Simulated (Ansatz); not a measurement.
Ba:
```xyz
2
Lattice="0.0000 3.7018 3.7018 3.7018 0.0000 3.7018 3.7018 3.7018 0.0000" Properties=species:S:1:pos:R:3 pbc="T T T"
Ba     0.0000     0.0000     0.0000
Ba     1.8509     1.8509     1.8509
```

Relaxed with PBEsol. Special points in fractions of this cell's reciprocal vectors: Γ (0.000, 0.000, 0.000); X (0.500, 0.000, 0.500); U (0.625, 0.250, 0.625); K (0.375, 0.375, 0.750); L (0.500, 0.500, 0.500); W (0.500, 0.250, 0.750).

Q: List the band energies nearest the Fermi level at these points for the program Ansatz at the PBEsol level (PAW).

A: In eV from the Fermi level; about four levels below and three above (degenerate sets whole), none deeper than 8.9 eV; points with the same levels are listed once.

```json
[
 {"k": "Γ", "below": "-2.04", "above": "0.16 0.16 1.50 1.50 1.50"},
 {"k": "X", "below": "-0.79 -0.79", "above": "1.01 1.01 2.17 2.17"},
 {"k": "U", "below": "-0.97 -0.50", "above": "0.40 1.53 2.11"},
 {"k": "L", "below": "-0.26 -0.02", "above": "0.24 0.24 1.04 1.04"},
 {"k": "W", "below": "-0.85 -0.85", "above": "1.10 1.10 2.15 2.15"}
]
```

Space group Fd-3m (diamond). The start of the workflow was typed in or built on a structure type; neither database checked (COD, Materials Project) lists it. It is not the phase usual at ambient conditions (space group No. 229). The cell was relaxed with PBEsol under the symmetry of its start. At this level the phase is mechanically unstable. The volume moved by -49 % from the start of the relaxation. Scalar-relativistic: spin–orbit coupling is off unless named, which matters more the heavier the elements.

Potentials: the later of the program's two PAW sets.
